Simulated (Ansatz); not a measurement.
MgS:
```xyz
2
Lattice="0.0000 2.5910 2.5910 2.5910 0.0000 2.5910 2.5910 2.5910 0.0000" Properties=species:S:1:pos:R:3 pbc="T T T"
Mg     2.5910     2.5910     2.5910
S      0.0000     0.0000     0.0000
```

Relaxed with PBEsol. Plane-wave PAW PBEsol (Ansatz code) gives a gap of 2.73 eV.

Q: What gap does HSE06 give on the same cell (Ansatz, PAW)?

A: 3.83 eV, 1.11 eV more. The hybrid was solved on a coarser mesh and at special points; its gap is the smallest among all of these.

```csv
k,v1 PBEsol,c1 PBEsol,v1 HSE06,c1 HSE06
Γ,0.00,3.69,(withheld),(withheld)
X,-1.73,2.73,-1.87,3.83
L,-0.61,4.41,(withheld),(withheld)
W,-2.42,5.25,(withheld),(withheld)
K,-1.40,3.83,(withheld),(withheld)
```

Q: Top valence (v1) and lowest conduction level (c1) in eV from each method's valence maximum (which need not be a listed point): supply the withheld HSE06 values.

A: 
- W, v1 HSE06: -2.55
- W, c1 HSE06: 6.45
- L, v1 HSE06: -0.66
- L, c1 HSE06: 5.58
- Γ, v1 HSE06: 0.00
- Γ, c1 HSE06: 4.93
- K, v1 HSE06: -1.51
- K, c1 HSE06: 4.97

Cost on shared cores: the PBEsol run (SCF on a 9×9×9 mesh, then bands and DOS) around 6 core-seconds (rough), the HSE06 run (SCF on 7×7×7, then a few points) about 40 core-seconds (a rough figure); the tasks are unlike.

Space group Fm-3m (rock salt). Symmetry was held in the PBEsol relaxation; phonons on a q-mesh show no instability. The volume moved by -30 % from the start of the relaxation.

Potentials: the later of the program's two PAW sets.
